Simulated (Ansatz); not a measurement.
# Cu3Si, first-principles data

Cu3Si:
```
CELL_PARAMETERS angstrom
      5.11265     0.00000     0.00000
     -2.55632     4.42768     0.00000
      0.00000     0.00000     4.08062
ATOMIC_POSITIONS crystal
  Si 0.33333 0.66667 0.75000
  Si 0.66667 0.33333 0.25000
  Cu 0.16765 0.33529 0.25000
  Cu 0.83235 0.66471 0.75000
  Cu 0.83235 0.16765 0.75000
  Cu 0.16765 0.83235 0.25000
  Cu 0.66471 0.83235 0.25000
  Cu 0.33529 0.16765 0.75000
```

Space group P6_3/mmc (No. 194); conventional cell a = 5.113 Å, b = 5.113 Å, c = 4.081 Å, α = 90.00°, β = 90.00°, γ = 120.00°.

Method: PBEsol (plane waves, PAW; program Ansatz). The cell and atoms are relaxed at this level. Other levels are named where they apply.

Cell and energy:

Volume per atom: 11.55 Å³
Density: 7.86 g/cm³
Formation energy from the elements (no fitted shifts): -0.11 eV/atom

Electronic structure:

- Electronic character: metallic (no gap)
- Density of states at the Fermi level: 0.28 states/eV per atom (mean over ±0.08 eV)

Mechanics:

Bulk modulus (Birch–Murnaghan fit): 167 GPa
Pressure derivative B′: 5.0
Elastic constants (relaxed ions, GPa): C11 = 245, C12 = 124, C13 = 124, C33 = 277, C44 = 57.2
Mechanical stability: stable (all eigenvalues of C positive)
Hill bulk and shear moduli: 168 and 61.1 GPa
Young's modulus: 164 GPa
Poisson's ratio: 0.34
Debye temperature from the elastic constants: 412 K

Phonons:

- Highest zone-centre frequency: 308 cm⁻¹
- Zone-centre stability: no imaginary mode at Γ

The workflow started from a Materials Project entry (that database holds measured and hypothetical structures alike); the Crystallography Open Database copy checked does not list it. Whether it is the stable phase at ambient conditions was not checked. The cell was relaxed with PBEsol under the symmetry of its start. The run is not spin-polarised. As this level gives no gap, shear constants depend on the k-mesh and smearing (Fermi–Dirac, 0.1 eV here). As this level gives no gap, phonon frequencies hold no LO–TO term and depend on the k-mesh and smearing (Fermi–Dirac, 0.1 eV here). The references are the lowest solids computed at this level, not always the standard phases.

Potentials: the later of the program's two PAW sets.
